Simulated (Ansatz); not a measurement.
Total density of states per atom from the program Ansatz at the PBEsol level (PAW), in 0.25 eV bins, energy from the Fermi level:

(E (eV), states/eV/atom): (-7.85, 0.19); (-7.60, 0.22); (-7.35, 0.25); (-7.10, 0.31); (-6.85, 0.45); (-6.60, 0.52); (-6.35, 0.48); (-6.10, 0.26); (-5.85, 0.21); (-5.60, 0.18); (-5.35, 0.18); (-5.10, 0.23); (-4.85, 0.50); (-4.60, 0.92); (-4.35, 1.30); (-4.10, 1.17); (-3.85, 2.39); (-3.60, 1.01); (-3.35, 2.27); (-3.10, 2.20); (-2.85, 1.85); (-2.60, 3.14); (-2.35, 1.01); (-2.10, 0.56); (-1.85, 0.42); (-1.60, 0.18); (-1.35, 0.21); (-1.10, 0.71); (-0.85, 0.53); (-0.60, 0.43); (-0.35, 0.38); (-0.10, 0.35); (0.15, 0.37); (0.40, 0.27); (0.65, 0.23); (0.90, 0.22); (1.15, 0.24); (1.40, 0.24); (1.65, 0.31); (1.90, 0.41); (2.15, 0.45); (2.40, 0.40); (2.65, 0.40); (2.90, 0.38); (3.15, 0.37); (3.40, 0.39); (3.65, 0.43); (3.90, 0.41); (4.15, 0.40); (4.40, 0.39); (4.65, 0.40)

Which of these materials gives this?
A. InPd, CsCl type
B. Ag2S, Cmcm (Ag on 4a, Ag on 4c, S on 4c)
C. CsBr, CsCl type
D. KLuS2, R-3m (Lu on 3b, K on 3a, S on 6c)

A, InPd, CsCl type. Within 0.5 eV of the Fermi level: In 5p 46 %, Pd 4d 33 %, In 5s 15 %. Projections are on Löwdin-orthogonalised atomic valence shells; empty p or d shells of many metals are not among them.

Space group Pm-3m (CsCl type). Symmetry was held in the PBEsol relaxation; of distortions, only those at the zone centre were tested. The run is not spin-polarised. Spin–orbit coupling is left out wherever it is not named.

Potentials: the later of the program's two PAW sets.
